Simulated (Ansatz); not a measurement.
CaB2C2:
```cif
data_C4B4Ca2
_chemical_formula_sum 'Ca2 B4 C4'
_space_group_name_H-M_alt 'P 1'
_space_group_IT_number 1
_cell_length_a 5.28673
_cell_length_b 5.28673
_cell_length_c 5.28673
_cell_angle_alpha 119.264
_cell_angle_beta 119.264
_cell_angle_gamma 91.280
loop_
_space_group_symop_operation_xyz
  'x, y, z'
loop_
_atom_site_label
_atom_site_type_symbol
_atom_site_fract_x
_atom_site_fract_y
_atom_site_fract_z
_atom_site_occupancy
Ca1 Ca 0.75000 0.75000 0.00000 1
Ca2 Ca 0.25000 0.25000 0.00000 1
B1 B 0.36145 0.86145 0.22290 1
B2 B 0.63855 0.13855 0.77710 1
B3 B 0.86145 0.63855 0.50000 1
B4 B 0.13855 0.36145 0.50000 1
C1 C 0.65961 0.84039 0.50000 1
C2 C 0.34039 0.15961 0.50000 1
C3 C 0.84039 0.34039 0.18078 1
C4 C 0.15961 0.65961 0.81922 1
```

Relaxed with r²SCAN. r²SCAN in the plane-wave PAW code Ansatz gives a gap of 0.67 eV.

Task: What gap does HSE06 give on the same cell (Ansatz, PAW)?

Result: 0.99 eV, 0.32 eV more. The hybrid was solved on a coarser mesh and at special points; its gap is the smallest among all of these.

```json
[
 {"k": "Γ", "v1 r²SCAN": "-0.36", "c1 r²SCAN": "2.04", "v1 HSE06": "(withheld)", "c1 HSE06": "(withheld)"},
 {"k": "M", "v1 r²SCAN": "-0.34", "c1 r²SCAN": "0.72", "v1 HSE06": "(withheld)", "c1 HSE06": "(withheld)"},
 {"k": "X", "v1 r²SCAN": "-0.36", "c1 r²SCAN": "2.92", "v1 HSE06": "(withheld)", "c1 HSE06": "(withheld)"},
 {"k": "P", "v1 r²SCAN": "-1.71", "c1 r²SCAN": "3.75", "v1 HSE06": "-1.90", "c1 HSE06": "4.37"},
 {"k": "N", "v1 r²SCAN": "-0.68", "c1 r²SCAN": "2.15", "v1 HSE06": "(withheld)", "c1 HSE06": "(withheld)"},
 {"k": "S0", "v1 r²SCAN": "-0.59", "c1 r²SCAN": "1.62", "v1 HSE06": "-0.65", "c1 HSE06": "2.03"},
 {"k": "R", "v1 r²SCAN": "-0.75", "c1 r²SCAN": "2.46", "v1 HSE06": "-0.89", "c1 HSE06": "2.92"}
]
```

Task: Top valence (v1) and lowest conduction level (c1) in eV from each method's valence maximum (which need not be a listed point): supply the withheld HSE06 values.

Result: 
- N, v1 HSE06: -0.75
- N, c1 HSE06: 2.57
- M, v1 HSE06: -0.66
- M, c1 HSE06: 1.07
- Γ, v1 HSE06: -0.72
- Γ, c1 HSE06: 2.45
- X, v1 HSE06: -0.41
- X, c1 HSE06: 3.50

Cost on shared cores: the r²SCAN run (SCF on a 7×7×7 mesh, then bands and DOS) roughly 2.0 core-minutes, the HSE06 run (SCF on 4×4×4, then a few points) about 5 core-minutes (a rough figure); the tasks are unlike.

Space group I4/mcm. The workflow started from a Materials Project entry (that database holds measured and hypothetical structures alike); the Crystallography Open Database copy checked does not list it. With B and C taken as one species the cell has the higher symmetry P4/mmm, so it may be an ordered model of a mixed-site phase. Whether it is the stable phase at ambient conditions was not checked. The cell was relaxed with r²SCAN under the symmetry of its start; its stability against distortions is not shown here.

Potentials: the later of the program's two PAW sets.
